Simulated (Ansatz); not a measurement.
Trial structure of HfZr₂S₆, not yet relaxed:

```xyz
9
Lattice="6.2011 0.0000 0.0000 -3.1005 5.3703 0.0000 0.0000 0.0000 5.8591" Properties=species:S:1:pos:R:3 pbc="T T T"
Zr    3.1005    1.7901    0.0000
Zr    0.0000    3.5802    0.0000
Hf    0.0000    0.0000    0.0000
S     1.0335    1.7901    4.4652
S    -2.0670    3.5802    4.4652
S     4.1340    0.0000    4.4652
S    -1.0335    1.7901    1.3939
S     2.0670    3.5802    1.3939
S     2.0670    0.0000    1.3939
```

Method: DFT PBE, scalar-relativistic, plane waves, PAW in Ansatz. Settings: cutoff 420 eV, Γ-centred mesh 3×3×4 on the computed 9-atom cell, Gaussian smearing of 0.10 eV; no spin polarisation.

Energies over the elements count from the elements' standard structures at the same level, with no fitted energy shifts.

**Question.** Estimate its pressure, forces and energy as it stands.

**Answer.** The pressure is 9.7 GPa (the mean over three directions, positive in compression), the largest force is 1.17 eV/Å, and the energy is −1.51 eV/atom against the elements. The shortest distance is 2.49 Å.

**Question.** Is it a good guess?

**Answer.** A fair one: relaxing gains about 0.06 eV/atom in 14 ionic steps and ends at −1.570 eV/atom on the finer mesh. The symmetry stays P-31m (No. 162). The volume per atom grows by 21.8 %, from 21.7 to 26.4 Å³. The shortest distance goes from 2.49 Å (Hf–S and Zr–S) to 2.56 Å (Hf–S). The ratio c/a of the conventional cell changes by a factor of 1.13. Conventional cell: a = 6.364 Å, c = 6.776 Å. Zr has 6 S at 2.57 Å, 3 Hf at 3.67 Å and 3 Zr at 3.67 Å; Hf is surrounded by 6 S at 2.56 Å and 6 Zr at 3.67 Å; S has 1 Hf at 2.56 Å and 2 Zr at 2.57 Å.

The last run used a 6×6×4 mesh (in the run's order of axes) for its 9-atom cell and Gaussian smearing of 0.02 eV. Weakly bound directions are ill-defined at this level, which has no dispersion term. These runs have no spin–orbit coupling, which can matter for Hf. The reference form of S is held partly by dispersion forces, which this level lacks. The relaxation can't lower the symmetry of the start, and the grade says only how near the guess is to its own end. A structure relaxed within its symmetry needn't be a true minimum.
